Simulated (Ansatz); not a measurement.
# What settings do to one calculation: rocksalt alloy of MgS and MgSe (1 of 8 S sites exchanged), 16 atoms with displaced atoms

Ansatz (PAW, plane waves), atoms fixed. The base input:

```yaml
crystal:
  lattice:
    - [0.000000, 5.214112, 5.214112]
    - [5.214112, 0.000000, 5.214112]
    - [5.214112, 5.214112, 0.000000]
  atoms:
    - { symbol: Se, position: [0.750121, 0.226058, 0.254044] }
    - { symbol: S, position: [0.258909, 0.726842, 0.771657] }
    - { symbol: S, position: [0.236473, 0.746328, 0.265590] }
    - { symbol: S, position: [0.749435, 0.233058, 0.756439] }
    - { symbol: S, position: [0.241213, 0.257310, 0.738854] }
    - { symbol: S, position: [0.755124, 0.747219, 0.227840] }
    - { symbol: S, position: [0.259926, 0.244029, 0.261072] }
    - { symbol: S, position: [0.734411, 0.743369, 0.757372] }
    - { symbol: Mg, position: [0.982323, 0.006258, 0.004164] }
    - { symbol: Mg, position: [0.483414, 0.505430, 0.497709] }
    - { symbol: Mg, position: [0.008908, 0.992331, 0.519042] }
    - { symbol: Mg, position: [0.471201, 0.517413, 0.009424] }
    - { symbol: Mg, position: [0.999732, 0.497189, 0.023316] }
    - { symbol: Mg, position: [0.496920, 0.004820, 0.507336] }
    - { symbol: Mg, position: [0.483914, 0.007607, 0.002031] }
    - { symbol: Mg, position: [0.010034, 0.485909, 0.486224] }
kpoints:
  mp_grid: { grid: [2, 2, 2], shift: [0.5, 0.5, 0.5] }
hamiltonian:
  xc: pbesol
scf:
  occupations: { method: fermi_dirac, width: 0.01 }
output:
  forces: true
  eigenvalues: true
  stress: true
  populations: true
```

Command:

```sh
ansatz run in.yaml --threads 7 --pin off --max-ram 13300MiB --runs-dir r --events-out ev --progress --plain
```

It converged in 7 iterations and 1.9 s of wall time on 7 threads of a Neoverse-V2 processor, on a host shared with other runs; peak host memory 0.92 GiB; largest force component 1.27 eV/Å, pressure 1.38 GPa. The cutoff was the default, 420 eV. The base isn't a converged reference: it has few k points, and its atoms are unrelaxed. Each run below changes the keys shown and caps the iterations.

```tsv
run	changed	ending	iterations	free energy less the base (meV per atom)	rms change of forces (eV/Å)	change of pressure (GPa)	wall time (s, shared host)
1	mixing beta 0.1, n_extra_bands 4, max_iter 70	converged	7	0.0	0.000	0.00	1.2 CPU
2	initial_magnetization 8, dispersion d4, max_iter 100	converged	13	other zero	0.003	-1.44	4.8 CPU
3	max_iter 6	not converged	–	–	–	–	–
4	initial_magnetization 4, max_iter 80	converged	13	0.0	0.000	0.00	4.3 CPU
5	mixing algorithm broyden, max_iter 4	not converged	–	–	–	–	–
6	xc_grid 2 (2 is the default), max_iter 90	converged	7	0.0	0.000	0.00	1.4 CPU
7	ecutwfc 800 eV, max_iter 100	converged	7	-0.3	0.000	0.00	3.2 CPU
8	max_iter 70, k points a 1×1×2 mesh centred on Γ	converged	7	366.8	0.359	3.75	0.7 CPU
9	ecutrho_ratio 1, max_iter 100	converged	6	-120.6	0.160	5.42	1.3 CPU
10	n_extra_bands 60, width 0.03 eV, ecutrho_ratio 3, max_iter 90	converged	7	0.0	0.000	0.00	2 CPU
```

«Other zero»: another functional, charge or dispersion term moves the zero of energy, so the difference says nothing of accuracy.

**Question.** Which changes leave the result alone, and which of the same physical model moves the forces most?

**Answer.** The forces move by under 0.002 eV/Å in runs 1, 4, 6, 7, 10. Run 8 (max_iter 70, k points a 1×1×2 mesh centred on Γ) moves them most among the runs with the same functional, charge and dispersion term, by 0.359 eV/Å.

**Question.** Why did some runs give no result?

**Answer.** - run 3: did not converge after 6 iterations: dr2 = 1.00e-7 (threshold 1.00e-7), under the density mixer `msr1`, which `scf.mixing.algorithm: auto` chose by the deck's other keys (type `scf.mixing.algorithm: msr1` to keep it);
- run 5: did not converge after 4 iterations: dr2 = 1.37e-5 (threshold 1.00e-7), under the density mixer `broyden`;
